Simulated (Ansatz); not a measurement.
**Ge, first-principles data**

Ge:
```
CELL_PARAMETERS angstrom
      4.00425     0.00000     0.00000
     -2.00212     3.46778     0.00000
      0.00000     0.00000    13.14525
ATOMIC_POSITIONS crystal
  Ge 0.00000 0.00000 0.40682
  Ge 0.00000 0.00000 0.59318
  Ge 0.00000 0.00000 0.90682
  Ge 0.00000 0.00000 0.09318
  Ge 0.33333 0.66667 0.34413
  Ge 0.66667 0.33333 0.65587
  Ge 0.66667 0.33333 0.84413
  Ge 0.33333 0.66667 0.15587
```

Space group P6_3/mmc (No. 194); conventional cell a = 4.004 Å, b = 4.004 Å, c = 13.145 Å, α = 90.00°, β = 90.00°, γ = 120.00°.

Method: PBEsol (plane waves, PAW; program Ansatz). The cell and atoms are relaxed at this level. Other levels are named where they apply.

**Cell and energy**

| Quantity | Result |
|---|---|
| Volume per atom | 22.82 Å³ |
| Density | 5.29 g/cm³ |

**Electronic structure**

| Item | Value |
|---|---|
| Electronic character | no gap, with almost no states at the Fermi level (zero-gap or semimetallic) |
| Density of states at the Fermi level | 0.01 states/eV per atom (mean over ±0.08 eV) |
| HSE06 gap on the PBEsol cell | 0.60 eV (a hybrid on a coarse mesh can open a false gap in a semimetal) |
| Gap with spin–orbit coupling | none (metallic) |

**Mechanics**

| Quantity | Result |
|---|---|
| Bulk modulus (Birch–Murnaghan fit) | 67.5 GPa |
| Pressure derivative B′ | 4.8 |
| Elastic constants (relaxed ions, GPa) | C11 = 136, C12 = 38.8, C13 = 26.8, C33 = 151, C44 = 40.0 |
| Mechanical stability | stable (all eigenvalues of C positive) |
| Hill bulk and shear moduli | 67.5 and 47.1 GPa |
| Young's modulus | 115 GPa |
| Poisson's ratio | 0.22 |
| Debye temperature from the elastic constants | 347 K |

**Phonons**

| Property | Result |
|---|---|
| Highest zone-centre frequency | 286 cm^-1 |
| Zone-centre stability | no imaginary mode at Γ |

The workflow started from a Materials Project entry (that database holds measured and hypothetical structures alike); the Crystallography Open Database copy checked does not list it. It is not the phase usual at ambient conditions (space group No. 227). The PBEsol relaxation kept the symmetry of its start. As this level gives no gap, shear constants depend on the k-mesh and smearing (Fermi–Dirac, 0.1 eV here). As this level gives no gap, phonon frequencies hold no LO–TO term and depend on the k-mesh and smearing (Fermi–Dirac, 0.1 eV here). Spin–orbit coupling is left out wherever it is not named.

Potentials: the later of the program's two PAW sets.
